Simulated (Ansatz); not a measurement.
Te (trigonal-Te type, space group P3_121)

```yaml
crystal:
  lattice:
    - [4.52090, 0.00000, 0.00000]
    - [-2.26045, 3.91521, 0.00000]
    - [0.00000, 0.00000, 5.95427]
  atoms:
    - { symbol: Te, position: [0.26811, 0.00000, 0.33333] }
    - { symbol: Te, position: [0.00000, 0.26811, 0.66667] }
    - { symbol: Te, position: [0.73189, 0.73189, 0.00000] }
```

The slice is a (-1 1 0 2) plane (indices of the conventional cell) through the point (0.268, 0.000, 0.333) (fractional), spanned by u = [110] and v = [1 -1 1] in vectors of this cell: u (4.52 Å) and v (9.84 Å, at 90° to u). It covers one period; positions are fractions (u, v).

Level of theory: PBE (plane waves to 420 eV, PAW, scalar-relativistic; Ansatz, a quantum-chemistry and plane-wave program). k mesh 9×9×6. Inside the PAW spheres the values are not all-electron values, and peaks at nuclei hang on which shells count as valence. Spin-orbit coupling is left out, though Te is heavy. Te was relaxed with its symmetry unable to fall.

Problem. Predict the map of the electron localisation function (ELF) on the slice.

Solution. 
```
v \ u  0.00  0.18  0.36  0.55  0.73  0.91
-----  ----  ----  ----  ----  ----  ----
0.92   0.44  0.70  0.21  0.29  0.52  0.44
0.83   0.38  0.20  0.46  0.55  0.55  0.41
0.75   0.07  0.04  0.65  0.67  0.65  0.27
0.67   0.06  0.04  0.14  0.58  0.42  0.08
0.58   0.21  0.23  0.05  0.03  0.04  0.13
0.50   0.55  0.59  0.18  0.03  0.04  0.34
0.42   0.37  0.38  0.32  0.48  0.21  0.18
0.33   0.06  0.32  0.42  0.44  0.72  0.10
0.25   0.04  0.58  0.45  0.17  0.58  0.11
0.17   0.37  0.22  0.71  0.55  0.30  0.33
0.08   0.50  0.56  0.16  0.11  0.64  0.58
0.00      x  0.51  0.46  0.08  0.63     x
```

Values: electron localisation function (ELF). Points within 0.5 Å of a nucleus are blanked (x), as the pseudised field means little there.
